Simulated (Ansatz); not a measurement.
Here is the system:

Mg$_{4}$Te$_{3}$Se:
```xyz
8
Lattice="4.4899 0.0000 0.0000 0.0000 4.4899 0.0000 0.0000 0.0000 12.6019" Properties=species:S:1:pos:R:3 pbc="T T T"
Mg     2.2449     0.0000     7.6574
Mg     0.0000     2.2449     4.9445
Mg     2.2449     0.0000     1.6541
Mg     0.0000     2.2449    10.9478
Te     2.2449     2.2449     3.3026
Te     2.2449     2.2449     9.2993
Te     0.0000     0.0000     0.0000
Se     0.0000     0.0000     6.3009
```

This is the r²SCAN-relaxed structure. x, y and z are the axes in which the lattice vectors are written.

All from r²SCAN in the plane-wave PAW code Ansatz, unless another level is named. Give the Poisson's ratio.

0.34.

Predict the elastic constants (relaxed ions, GPa).

C11 = 64.0, C12 = 22.8, C13 = 34.3, C33 = 49.5, C44 = 20.2, C66 = 9.2.

Predict the piezoelectric stress constants (proper, relaxed ions, C/m²).

e15 = -0.14, e24 = 0.14, e31 = -0.15, e32 = 0.15.

Predict the highest zone-centre frequency (without LO–TO term).

296 cm⁻¹.

Space group P-4m2. The first step of the workflow began from a Materials Project structure, measured or hypothetical; the Crystallography Open Database copy checked does not list it. Whether it is the stable phase at ambient conditions was not checked. Symmetry was held in the r²SCAN relaxation; whether a distortion lowers the energy is not shown. Signs of piezoelectric constants follow the polarity of the cell as given. Spin–orbit coupling is left out wherever it is not named.

Potentials: the later of the program's two PAW sets.
